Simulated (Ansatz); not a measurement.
Cu (fcc, Cu type)

```
Cu
1.0
    0.00000     1.81485     1.81485
    1.81485     0.00000     1.81485
    1.81485     1.81485     0.00000
Cu
1
Direct
  0.00000   0.00000   0.00000
```

The slice is a {100} plane (indices of the conventional cell) through the point (0.000, 0.000, 0.000) (fractional), spanned by u = [100] and v = [0 1 -1] in vectors of this cell: u (2.57 Å) and v (2.57 Å, at 90° to u). It covers one period; positions are fractions (u, v).

Computed with PBE (plane waves to 420 eV, PAW, scalar-relativistic; Ansatz, a program for electronic structure). k mesh 22×22×22. These are valence fields of a PAW run, semicore shells included where kept as valence: close to a nucleus they are smooth pseudo fields. Cu is run without spin polarisation. Cu was relaxed with its symmetry unable to fall.

**Question.** What is the ELF at the midpoint of the shortest Cu–Cu line in this plane (2.57 Å)?

**Answer.** 0.22.

**Question.** What is the valence density on the shortest Cu–Cu line in this plane (2.57 Å), at its midpoint?

**Answer.** 0.26 e/Å³.

**Question.** Predict the map of the electrostatic potential energy of an electron, from the cell's mean on the slice.

**Answer.** 
```
|xxxxxxxxxxx0344430xxxxxxxxxx|
|xxxxxxxxxxx0345430xxxxxxxxxx|
|xxxxxxxxxxx1355531xxxxxxxxxx|
|xxxxxxxxxxx2456542xxxxxxxxxx|
|xxxxxxxxxx135666531xxxxxxxxx|
|xxxxxxxxxx346676643xxxxxxxxx|
|xxxxxxxxx24567776542xxxxxxxx|
|xxxxxxxx2456788876542xxxxxxx|
|xxxxxxx245678888876542xxxxxx|
|xxxxx1345678899988765431xxxx|
|0001234567889999988765432100|
|2333456678899999998876654333|
|4445566788999999999887665544|
|4455567788999999999887765554|
|4445566788999999999887665544|
|2333456678899999998876654333|
|0001234567889999988765432100|
|xxxxx1345678899988765431xxxx|
|xxxxxxx245678888876542xxxxxx|
|xxxxxxxx2456788876542xxxxxxx|
|xxxxxxxxx24567776542xxxxxxxx|
|xxxxxxxxxx346676643xxxxxxxxx|
|xxxxxxxxxx135666531xxxxxxxxx|
|xxxxxxxxxxx2456542xxxxxxxxxx|
|xxxxxxxxxxx1355531xxxxxxxxxx|
|xxxxxxxxxxx0345430xxxxxxxxxx|
|xxxxxxxxxxx0344430xxxxxxxxxx|
|xxxxxxxxxxx0344430xxxxxxxxxx|
```
Scale: ten equal steps from 4.46 (start of '0') to 11.76 (end of '9'), in the order '0123456789'. Values: electrostatic potential energy of an electron, from the cell's mean, in eV. The map has 28 points along u (one character each, u = 0 at the left) and 28 along v (v = 0 in the bottom row). Points within 1 Å of a nucleus are blanked (x), as the pseudised field means little there. The zero, the cell's mean, hangs on the PAW cores.
